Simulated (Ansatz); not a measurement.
# Si$_{2}$BAs: computed property card

Si2BAs:
```cif
data_AsBSi2
_chemical_formula_sum 'B1 As1 Si2'
_space_group_name_H-M_alt 'P 1'
_space_group_IT_number 1
_cell_length_a 6.36450
_cell_length_b 6.36450
_cell_length_c 6.36450
_cell_angle_alpha 32.579
_cell_angle_beta 32.579
_cell_angle_gamma 32.579
loop_
_space_group_symop_operation_xyz
  'x, y, z'
loop_
_atom_site_label
_atom_site_type_symbol
_atom_site_fract_x
_atom_site_fract_y
_atom_site_fract_z
_atom_site_occupancy
B1 B 0.99436 0.99436 0.99436 1
As1 As 0.11149 0.11149 0.11149 1
Si1 Si 0.50697 0.50697 0.50697 1
Si2 Si 0.63721 0.63721 0.63721 1
```

Space group R3m (No. 160); conventional cell a = b = 3.570 Å, c = 18.064 Å, α = β = 90.00°, γ = 120.00°.

Method: plane-wave PAW r²SCAN (Ansatz code). Structure relaxed to zero pressure with the same functional. Other levels are named where they apply.

Cell and energy:

- Volume per atom = 16.62 Å³
- Density = 3.54 g/cm³

Electronic structure:

- Electronic character: no gap, with almost no states at the Fermi level (zero-gap or semimetallic)
- Density of states at the Fermi level: 0.02 states/eV per atom (mean over ±0.08 eV)

Mechanics:

Bulk modulus (Birch–Murnaghan fit): 108 GPa
Pressure derivative B′: 4.0

The start of the workflow was typed in or built on a structure type; neither database checked (COD, Materials Project) lists it. Whether it is the stable phase at ambient conditions was not checked. Symmetry was held in the r²SCAN relaxation; its stability against distortions is not shown here. The volume moved by 17 % from the start of the relaxation. A small band overlap can be real or an error of a semilocal functional. Scalar-relativistic: spin–orbit coupling is off unless named, which matters more the heavier the elements.

Potentials: the earlier of the program's two PAW sets.
